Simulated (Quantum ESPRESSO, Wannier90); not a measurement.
Wannier functions of HfSi2 (Cmcm)

```xyz
6
Lattice="3.6468 0.0000 0.0000 0.0000 0.0000 -3.6486 -1.8234 7.2959 0.0000" Properties=species:S:1:pos:R:3 pbc="T T T"
Hf     0.0000     1.5429     0.9122
Hf     0.0000    -1.5429    -0.9122
Si    -1.8234     3.6449     0.9122
Si     1.8234    -3.6449    -0.9122
Si    -1.8234     0.7709    -0.9122
Si     1.8234    -0.7709     0.9122
```

Materials Project entry mp-1069; symmetrised, unrelaxed at this level. COD (Crystallography Open Database) has an entry of this formula and space group (matched by these alone). Computed values, not measurements, from PBEsol: Quantum ESPRESSO (norm-conserving PseudoDojo potentials, cutoff 47 Ry, no spin polarisation, no spin-orbit coupling) on a Γ-centred 6×6×6 mesh, then Wannier90. Density: 10×8×10 mesh, cold smearing 0.01 Ry. Spin-orbit coupling is left out although heavy elements are present.

A tight-binding model is made by disentanglement and projection with no localisation steps (num_iter = 0), so the 34 orbitals stay atom-like: hydrogen-like Hf: s;p;d; Si: s;p, axes along x, y, z; frozen window up to 1.50 eV relative to the Fermi level. It follows pw.x to 6.2 meV rms for states up to 1.0 eV relative to the Fermi level. Matrix elements depend on this choice of orbitals and windows. The run ended at its step limit with the spread still drifting slowly, so a lower minimum may lie further on.

**Question.** Which pairs of orbitals on different sites are coupled most strongly? Give distance, modulus and how many such pairs a cell has.

**Answer.** 
```
orbital  orbital  distance of the centres (Å)  modulus (eV)  pairs
-------  -------  ---------------------------  ------------  -----
Si pz       Si s                         2.30          2.04      4
Si py      Si pz                         2.52          2.00      4
Si px      Si pz                         2.58          1.89      8
Si pz      Si pz                         2.25          1.83      2
Si py       Si s                         2.59          1.55      4
Si pz       Si s                         2.59          1.44      8
Hf dxy     Si py                         2.71          1.44      4
Si px       Si s                         2.58          1.42      8
Hf s       Si px                         2.77          1.40      8
Si s        Si s                         2.36          1.38      2
Hf py      Si px                         3.02          1.35      4
Hf dyz     Si py                         2.77          1.34      4
Hf dxz      Si s                         2.70          1.32      8
Hf pz      Si px                         2.83          1.32      8
Hf dxy      Si s                         2.73          1.29      4
Hf px      Si pz                         2.69          1.28      8
Hf pz      Si py                         2.71          1.27      4
Hf s       Si pz                         2.72          1.25      8
Hf dyz      Si s                         2.75          1.25      4
Hf px      Si py                         2.86          1.20      4
Hf s       Si py                         2.77          1.17      4
Hf dxz     Si pz                         2.73          1.17      8
Hf pz       Si s                         2.74          1.15      8
Si s        Si s                         2.58          1.13      4
Hf s       Si py                         2.82          1.10      4
Hf s       Si px                         2.74          1.09      4
Hf dxz     Si px                         2.77          1.08      8
Hf pz       Si s                         2.69          1.08      4
Si px      Si px                         2.59          1.06      4
Si pz      Si pz                         2.60          1.06      4
```
